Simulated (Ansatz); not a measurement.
HfIr3:
```xyz
4
Lattice="-1.9892 1.9892 3.9789 1.9892 -1.9892 3.9789 1.9892 1.9892 -3.9789" Properties=species:S:1:pos:R:3 pbc="T T T"
Ir     0.0000     0.0000     3.9789
Ir     0.0000     1.9892     1.9895
Ir     1.9892     0.0000     1.9895
Hf     0.0000     0.0000     0.0000
```

Relaxed with PBE. Special points in fractions of this cell's reciprocal vectors: Γ (0.000, 0.000, 0.000); X (0.000, 0.000, 0.500); P (0.250, 0.250, 0.250); N (0.000, 0.500, 0.000); M (0.500, 0.500, -0.500); S (0.312, 0.688, -0.312); S0 (-0.312, 0.312, 0.312); R (-0.125, 0.125, 0.500); G (0.500, 0.500, -0.125).

Question: List the band energies nearest the Fermi level at these points for the program Ansatz at the PBE level (PAW).

Answer: In eV from the Fermi level; about four levels below and three above (degenerate sets whole), none deeper than 8.9 eV; points with the same levels are listed once.

```tsv
k	below	above
Γ	-1.68 -1.68 -1.32 -0.92	0.02 1.69 2.61
X	-1.63 -1.62 -0.81 -0.28	0.25 0.42 0.51
P	-1.34 -1.27 -1.27 -1.11	0.27 2.48 2.48
N	-2.09 -1.29 -1.20 -1.10	0.40 0.49 1.00
M	-1.21 -1.21 -0.08 -0.08	0.22 0.71 1.69
S	-1.46 -1.10 -0.95 -0.14	0.39 0.96 2.31
R	-0.67 -0.19 -0.18 -0.08	0.60 3.01 3.74
```

Space group I4/mmm. The cell is a constructed one: a structure type filled with these elements; neither database checked (COD, Materials Project) lists it. COD files the formula under space group No. 221, so this cell is another polymorph or a model. Its standing as an ambient phase is unchecked. The PBE relaxation kept the symmetry of its start; its stability against distortions is not shown here. No spin polarisation was allowed. Scalar-relativistic: spin–orbit coupling is off unless named, which matters more the heavier the elements.

Potentials: the earlier of the program's two PAW sets.
